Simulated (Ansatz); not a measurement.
# Bands of Ta

```
Ta
1.0
     0.00000    2.11000    2.11000
     2.11000    0.00000    2.11000
     2.11000    2.11000    0.00000
Ta
1
Direct
  0.00000 0.00000 0.00000
```

The cell comes from COD entry 1534932, which wasn't checked; take it as a given geometry.

Spin–orbit coupling is left out, though it moves levels of the heavy atoms by tenths of an eV or more.

All numbers below come from DFT, PBEsol, all-electron LAPW, scalar-relativistic (Ansatz 0.2.0).

Settings: a Γ-centred 15×15×15 k mesh, Fermi–Dirac smearing of 0.08 eV, basis error target 0.5 meV/atom, no spin polarisation.

Points in fractions of the reciprocal vectors of this cell: Γ (0, 0, 0), X (0.5, 0, 0.5), U (0.625, 0.25, 0.625), K (0.375, 0.375, 0.75), L (0.5, 0.5, 0.5), W (0.5, 0.25, 0.75). The path joins them by straight lines in the order Γ–X–U–K–Γ–L–W–X; legs that retrace an earlier one aren't tabulated. Energies are in eV from the Fermi level.

(1) Is there a gap?

(2) List the levels between -14 and 3 eV at the symmetry points.

## Answers

(1) none: with an odd electron count and no spin polarisation the bands can't all be full, a metal in this set-up (spin order or a larger cell could open a gap).

(2) 
Γ: -8.12, 0.43 (×3)
X: -4.40, -3.34, 2.91
U: -3.29, -2.33, 0.46
K: -3.29, -2.33, 0.46
L: -4.62, 0.20 (×2), 0.71
W: -2.76, -1.15 (×2), 1.95
